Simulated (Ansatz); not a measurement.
HfScTaN3:
```xyz
6
Lattice="3.1742 0.0000 0.0000 -1.5871 2.7489 0.0000 0.0000 0.0000 7.7432" Properties=species:S:1:pos:R:3 pbc="T T T"
Hf     0.0000     0.0000     7.7126
Sc     0.0000     1.8326     2.6191
Ta     1.5871     0.9163     5.1664
N      1.5871     0.9163     1.2707
N      0.0000     0.0000     3.9139
N      0.0000     1.8326     6.4186
```

Relaxed with PBE.

Q: Which orbitals make up the states near the Fermi level in PBE in the plane-wave PAW code Ansatz?

A: Within 0.5 eV of the Fermi level: Ta 5d 37 %, Hf 5d 21 %, Sc 3d 19 %, N 2p 19 %. Projections are on Löwdin-orthogonalised atomic valence shells; empty p or d shells of many metals are not among them.

Q: Tabulate the density of states.

A: States/eV per cell of 6 atoms, in 0.25 eV bins, energy from the Fermi level.

```tsv
E (eV)	total	N 2p	Ta 5d	Sc 3d
-7.85	2.06	1.09	0.33	0.06
-7.60	2.28	1.24	0.34	0.07
-7.35	0.77	0.43	0.10	0.02
-7.10	2.94	1.75	0.41	0.11
-6.85	3.58	2.15	0.53	0.14
-6.60	1.21	0.75	0.20	0.03
-6.35	4.54	2.83	0.80	0.12
-6.10	7.13	4.46	1.37	0.15
-5.85	3.64	2.32	0.58	0.10
-5.60	2.88	1.92	0.34	0.17
-5.35	5.79	3.77	0.70	0.42
-5.10	6.38	4.12	0.59	0.61
-4.85	5.91	3.92	0.45	0.73
-4.60	6.01	4.04	0.40	0.71
-4.35	4.12	2.82	0.25	0.48
-4.10	3.17	2.20	0.18	0.35
-3.85	3.13	2.29	0.15	0.30
-3.60	2.22	1.72	0.10	0.17
-3.35	0.82	0.63	0.05	0.06
-3.10	0.47	0.35	0.04	0.03
-2.85	0.38	0.22	0.07	0.04
-2.60	0.36	0.13	0.11	0.05
-2.35	0.52	0.17	0.17	0.07
-2.10	0.75	0.24	0.26	0.09
-1.85	0.85	0.25	0.32	0.10
-1.60	0.91	0.25	0.36	0.10
-1.35	1.01	0.25	0.42	0.12
-1.10	1.13	0.26	0.50	0.13
-0.85	1.39	0.29	0.60	0.19
-0.60	1.40	0.24	0.61	0.23
-0.35	1.68	0.31	0.67	0.29
-0.10	1.87	0.36	0.68	0.36
0.15	1.67	0.32	0.59	0.33
0.40	2.01	0.37	0.68	0.42
0.65	2.28	0.39	0.74	0.52
0.90	2.41	0.39	0.76	0.59
1.15	2.64	0.41	0.84	0.67
1.40	2.81	0.38	0.91	0.75
1.65	2.97	0.38	1.00	0.82
1.90	3.39	0.41	1.13	1.02
2.15	4.15	0.47	1.46	1.26
2.40	5.96	0.68	2.43	1.66
2.65	4.81	0.53	1.21	1.83
2.90	5.06	0.54	0.88	2.19
3.15	6.20	0.64	1.02	2.81
3.40	7.54	0.73	1.11	3.84
```

Space group P3m1. The start of the workflow was typed in or built on a structure type; neither database checked (COD, Materials Project) lists it. Whether it is the stable phase at ambient conditions was not checked. Symmetry was held in the PBE relaxation; whether a distortion lowers the energy is not shown. No spin polarisation was allowed. With an odd number of electrons in the cell and no spin polarisation, the count alone makes it a metal. Spin–orbit coupling is left out wherever it is not named.

Potentials: the earlier of the program's two PAW sets.
